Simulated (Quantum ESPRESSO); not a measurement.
CdSe (zinc blende, space group F-43m, No. 216) has a direct gap of 0.48 eV with PBEsol (Quantum ESPRESSO, PseudoDojo norm-conserving, 102 Ry, scalar-relativistic). After an isotropic strain (on all lattice vectors, atoms relaxed) the gap is direct, 0.42 eV.

Q: Which strain was applied?
(A) +1 %
(B) -1.5 %
(C) +2 %
(D) -3 %
(E) -0.7 %

A: A, +1 %. Gaps found: -3 %: 0.66 eV (direct); -1.5 %: 0.57 eV (direct); -0.7 %: 0.52 eV (direct); 0 %: 0.48 eV (direct); 1 %: 0.42 eV (direct); 2 %: 0.36 eV (direct).

Spin-orbit coupling is not included.
